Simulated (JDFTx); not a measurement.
Al(100) slab cut from bulk Al (space group Fm-3m, indices of the conventional cell, lattice of the Materials Project entry mp-134, not re-optimised): 4 atoms in 4 planes, a 1x1 cell of 8.16 Å² (|a| = 2.856, |b| = 2.856 Å), 6.2 Å between the outermost planes, cell height 22.1 Å, 8×8×1 k mesh, Fermi smearing 0.01 Ha, no spin polarisation.

All numbers are PBE, GBRV ultrasoft potentials, plane waves to 20/100 Ha results from JDFTx (a modified build), not measurements. Liquid: linear PCM (GLSSA13), water, 1 M NaCl. Between zero charge and -0.69 V from it the run gives σ = -9.5 μC/cm², a mean capacitance of 13.9 μF/cm². The liquid has ε = 78.4, a 1:1 salt at 1 M with linear (Debye) response, and T = 298 K.

Working it through: the Debye length, the diffuse-layer capacitance, and the inner capacitance that is left when the two stand in series.

Each ion has density c = 1 × 6.022×10⁻⁴ = 6.022e-04 Å⁻³. λ² = ε kT / (8π (e²/4πε₀) c) with kT = 0.02568 eV and e²/4πε₀ = 14.40 eV Å gives λ = 3.04 Å; the log prints 3.04 Å. C_diffuse = ε₀ε/λ = 228 μF/cm². Then 1/C_inner = 1/13.9 − 1/228, so C_inner = 14.8 μF/cm², which equals a vacuum gap of ε₀/C_inner = 0.60 Å. The diffuse layer takes 6 % of the potential drop; the rest lies between the electrode's charge and the onset of the dielectric, with the electrode's own (quantum) capacitance in it. The split is a model: in the calculation solvent and ions share one smooth cavity.
